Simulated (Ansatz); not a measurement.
Consider the following.

Sn4Au:
Space group Ccce, origin choice 1 (No. 68); a = 6.5510 Å, b = 11.6332 Å, c = 6.5299 Å, α = β = γ = 90.00°

| atom | site | symmetry | x | y | z |
|---|---|---|---|---|---|
| Sn | 16i | 1 | 0.3386 | 0.1302 | 0.1662 |
| Au | 4a | 222 | 0.0000 | 0.0000 | 0.0000 |
(The calculation used a cell of 10 atoms; values per cell refer to that cell.)

This is the PBEsol-relaxed structure.

Q: All from PBEsol (plane waves, PAW; program Ansatz), unless another level is named. Give the density of states at the Fermi level.

A: 0.48 states/eV per atom (mean over ±0.08 eV).

Q: Give the formation energy from the elements (no fitted shifts).

A: -0.11 eV/atom.

The first step of the workflow began from a Materials Project structure, measured or hypothetical; the Crystallography Open Database copy checked does not list it. COD files the formula under space group No. 41. Its standing as an ambient phase is unchecked. Symmetry was held in the PBEsol relaxation; its stability against distortions is not shown here. Axis ratios of metals converge slowly with the k-mesh, so a and c are less sure than the volume. The references are the lowest solids computed at this level, not always the standard phases. Spin–orbit coupling is left out wherever it is not named.

Potentials: the earlier of the program's two PAW sets. The files were generated under PBE; for other functionals the program regenerates the frozen cores, and for LDA and PBEsol the local potential too.
